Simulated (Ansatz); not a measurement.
In PBE (plane waves, PAW; program Ansatz), BAs in the hexagonal phase (P6_422; B on 3c, As on 3d) relaxes to a = 3.459 Å, c = 7.482 Å. Its formation energy from the elements is 0.42 eV/atom, with no fitted shifts.

It is gapped at this level: 0.48 eV (indirect). The valence maximum lies at Γ and the conduction minimum at M (3 equivalent valleys). Gap from PBE with spin–orbit coupling: 0.47 eV (the band order may be inverted). The electron mass is 0.21, 0.33, 0.35 mₑ (principal values). The hole mass is 0.18, 0.45, 0.45 mₑ (principal values).

The bulk modulus is 136 GPa.

The start of the workflow was typed in or built on a structure type; neither database checked (COD, Materials Project) lists it. It is not the phase usual at ambient conditions (space group No. 216). The PBE relaxation kept the symmetry of its start; whether a distortion lowers the energy is not shown. Its formation energy is positive at this level, so the cell may be metastable or incomplete. The references are the lowest solids computed at this level, not always the standard phases. Spin–orbit coupling is left out wherever it is not named.

Potentials: the later of the program's two PAW sets.
